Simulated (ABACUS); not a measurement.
A self-consistent single point of Ge (P1, 8 atoms in the cell; from Materials Project mp-1007760, changed as shown) with ABACUS.

All values come from this method and carry its errors: PBEsol, numerical atomic orbitals SZP (confined pseudo-atomic orbitals with Gaussian additions; energy shift 0.01 Ry), PseudoDojo 0.4 standard norm-conserving PBEsol (tails mended) pseudopotentials (ABACUS).

The change in words: atoms moved at random. Reference geometry (P6_3/mmc):
```
Ge
1.0
    3.99759     0.00000     0.00000
    0.00000     6.92403     0.00000
    0.00000     0.00000     6.59938
Ge
8
Direct
  0.50000   0.16667   0.06290
  0.00000   0.33333   0.93710
  0.00000   0.33333   0.56290
  0.50000   0.16667   0.43710
  0.00000   0.66667   0.06290
  0.50000   0.83333   0.93710
  0.50000   0.83333   0.56290
  0.00000   0.66667   0.43710
```

Reference input (self-consistent single point, DFT, PBEsol, numerical atomic orbitals SZP (confined pseudo-atomic orbitals with Gaussian additions; energy shift 0.01 Ry), PseudoDojo 0.4 standard norm-conserving PBEsol (tails mended) pseudopotentials): basis = SZP numerical atomic orbitals, energy shift 0.01 Ry; KPT = Gamma 6 4 4 0 0 0; basis_type = lcao; dft_functional = PBESOL; ecutwfc = 100 Ry; smearing_method = fd; smearing_sigma = 0.00999582 Ry; potentials = PseudoDojo 0.4 standard norm-conserving PBEsol (tails mended); symmetry = 1; symmetry_prec = 1e-05; ks_solver = genelpa; scf_nmax = 100. This run's input differs from it in these lines:

```diff
@@ -41,10 +41,10 @@
 8
-   1.9987950000    1.1540071413    0.4151010020
-   0.0000000000    2.3080073587    6.1842789980
-   0.0000000000    2.3080073587    3.7147910020
-   1.9987950000    1.1540071413    2.8845889980
-   0.0000000000    4.6160216413    0.4151010020
-   1.9987950000    5.7700218587    6.1842789980
-   1.9987950000    5.7700218587    3.7147910020
-   0.0000000000    4.6160216413    2.8845889980
+   2.0536419348    1.1426378857    0.4342722009
+   0.0134958638    2.3600414366    6.1272009604
+   0.0487825908    2.4238948320    3.7337840176
+   1.9293688545    1.0932280148    2.8793424909
+   0.0221066727    4.5793935279    0.4238913762
+   1.9828086376    5.7131201883    6.1930957697
+   1.9300484448    5.7220798819    3.6562479020
+   0.0149230035    4.6617202327    2.9496918817
 # file: KPT
```

Output (repeated stretches shortened):

```
 SELF-CONSISTENT
 -------------------------------------------

                  longest orb rcut (Bohr) = 7
   longest nonlocal projector rcut (Bohr) = 1.94
                     search radius (Bohr) = 17.9

                          real space grid = [ 50, 90, 80 ]
                                 init_chg = atomic

 LCAO ALGORITHM --------------- ION=   1  ELEC=   1--------------------------------

 Density error is 0.0318012562314
 E_KohnSham     -1426.9571998386     -19414.7487199298
 E_Fermi        0.6821657200         9.2813407725

 LCAO ALGORITHM --------------- ION=   1  ELEC=   2--------------------------------

   [... lines left out ...]

   [... 4 blocks of this kind left out ...]

 LCAO ALGORITHM --------------- ION=   1  ELEC=   7--------------------------------

 Density error is 1.58270490094e-06
 E_KohnSham     -1426.9591133383     -19414.7747544292
 E_Fermi        0.6891808772         9.3767868830

 LCAO ALGORITHM --------------- ION=   1  ELEC=   8--------------------------------

 Density error is 4.77801391221e-07
 E_KohnSham     -1426.9591133384     -19414.7747544297
 E_KS(sigma->0) -1426.9580367391     -19414.7601065457
 E_entropy(-TS) -0.0021531985        -0.0292957680
 E_Fermi        0.6891811090         9.3767900357
 charge density convergence is achieved
 final etot is -19414.774754 eV
 EFERMI = 9.3767900357 eV

 STATE ENERGY(eV) AND OCCUPATIONS    NSPIN == 1
   [... 65 lines left out ...]

 TOTAL-FORCE (eV/Angstrom)
                       Ge1        -0.4266586189         0.0733015916        -0.6502606251
                       Ge2         0.3871288255        -1.0241865066         0.8790595527
                       Ge3        -0.8946955362        -1.5470667048        -0.6685574514
                       Ge4         0.9119666478         1.0751254260         0.3684309575
                       Ge5        -0.4513209245         0.4007828268         0.6234557009
                       Ge6         0.4511473318         0.5694241925        -0.3946572690
                       Ge7         1.3879013474         0.8080763565         1.3378782433
   [... lines left out ...]

 TOTAL-STRESS (KBAR)
        32.5963873860        10.2138862862        -3.2572233214
        10.2138862862        47.0072293824        -2.1543428999
        -3.2572233214        -2.1543428999        23.9558765438
 TOTAL-PRESSURE: 34.519831 KBAR

 --------------------------------------------
 !FINAL_ETOT_IS -19414.7747544296689739 eV
 --------------------------------------------
```

The run converged in 8 iterations. Against the reference run the free energy goes up by 57.7 meV/atom, the pressure goes from 2.71 to 3.45 GPa and the largest force goes from under 0.1 to 2.09 eV/Å.

The atom-centred basis is finite, which shifts total energies, pressures and forces against plane waves. Forces above 1 eV/Å remain at this geometry, of which the finite basis can carry a part. A single-zeta basis is rough, for pressures and forces above all. The structure comes from a collection of computed structures, made at another level of theory; the collection holds predicted forms beside known ones. No clean gap shows at this smearing width and mesh (spacing up to 0.26 Å⁻¹); the mesh is coarse for partly filled bands, so the values carry mesh errors. Semi-local functionals can close small gaps.

Cost on one core: around 22 core-seconds (rough).

The atomic orbitals were generated for these runs; they are not ABACUS's published sets and were checked against plane waves on a few crystals only.

“Tails mended”: in these copies of the files the far tail of each local potential was reset to the Coulomb form.
